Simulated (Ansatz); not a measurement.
**AgSbSeS (P4/mmm), stationary points along a deformation path**

Method: DFT r2SCAN, scalar-relativistic, plane waves, PAW in Ansatz 0.2.0. Cutoff 500 eV, Γ-centred 14×14×10 k-points, Gaussian smearing of 0.15 eV. No spin polarisation. Energies are free energies at this smearing, counted from the undisturbed cell; pressure is positive in compression.

Zero of the scan (relaxed at this level; it needn't be the usual structure):

```xyz
4
Lattice="3.9345 0.0000 0.0000 0.0000 3.9345 0.0000 0.0000 0.0000 5.7268" Properties=species:S:1:pos:R:3 pbc="T T T"
Ag    0.0000    0.0000    0.0000
Sb    1.9672    1.9672    2.8634
Se    1.9672    1.9672    0.0000
S     0.0000    0.0000    2.8634
```

At fixed volume and fractional coordinates, lengths along (0.000, 0.000, 1.000) are scaled against those across it; ρ is that ratio over its starting value. V = 22.163 Å³/atom. Δσ is the stress along the axis less the mean stress across it (compression positive).

```csv
ρ,ΔE (meV/atom),Δσ (GPa),space group
0.850,109.9,17.87,P4/mmm
0.920,23.1,6.74,P4/mmm
0.960,4.7,2.85,P4/mmm
1.000,0.0,-0.34,P4/mmm
1.050,10.2,-4.30,P4/mmm
1.100,36.9,-8.00,P4/mmm
1.200,124.7,-14.28,P4/mmm
```

Problem. How does the stress give the slope of the energy, and where is the energy stationary?

Solution. Along the path d ln(length) is 2/3 d ln ρ on the axis and −1/3 d ln ρ across it, so dE/d ln ρ = −(2/3) V Δσ: the energy falls with ρ where Δσ is positive. Δσ vanishes or changes sign between ρ = 0.960 and 1.000, a minimum (near 1.00 by linear interpolation). Pairs of stationary points between two samples would go unseen, and could change a minimum read from distant neighbours into a maximum.

Problem. Integrate that slope from ρ = 1 to 0.850 by the trapezoid rule.

Solution. With V/N in Å³ and 1 eV/Å³ = 160.2 GPa the slopes at ρ = 1.000, 0.960, 0.920, 0.850 are 31, -263, -622, -1648 meV/atom per unit of ln ρ. The steps add 4.7 + 18.8 + 89.8 = 113.4 meV/atom, against 109.9 from the energies; the trapezoid rule misses the curvature of the slope within each step.

In a metal these slopes depend on the k mesh and the smearing.

Cost: 7 runs of about 11 core-minutes in all, on Arm Neoverse V1 (shared hosts).